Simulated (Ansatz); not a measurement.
One crystal and one scan (energy over volume and axial ratio) at two levels, PBE (plane waves to 420 eV, PAW, scalar-relativistic; Ansatz, a first-principles code) and r2SCAN (plane waves to 500 eV, PAW, scalar-relativistic; Ansatz), each from its own relaxed cell and on its own mesh.

The crystal is LiF (rock salt); volume and axial ratio are varied about the relaxed values (subscript 0).

E stands for the smeared free energy. LiF was relaxed with its symmetry unable to fall. Both scans cover V/V₀ from 0.960 to 1.040 and (c/a)/(c/a)₀ from 0.960 to 1.040.

```json
[
 {"quantity": "Lattice constant a (Å)", "run 1": "4.068", "run 2": "3.990"},
 {"quantity": "Band gap of the relaxed cell, no spin-orbit coupling (eV)", "run 1": "8.83", "run 2": "10.33"},
 {"quantity": "Shear modulus C′ = (C11 − C12)/2 (fit, atoms clamped) (GPa)", "run 1": "31", "run 2": "46"}
]
```

**Question.** Which run is which level?

**Answer.** Run 1 is PBE, run 2 is r2SCAN. PBE gives the higher value for: lattice constant a. PBE gives the lower value for: band gap of the relaxed cell, no spin-orbit coupling; shear modulus C′.

(Under strain, the slope of the energy per volume gives the stress and its curvature an elastic modulus.)
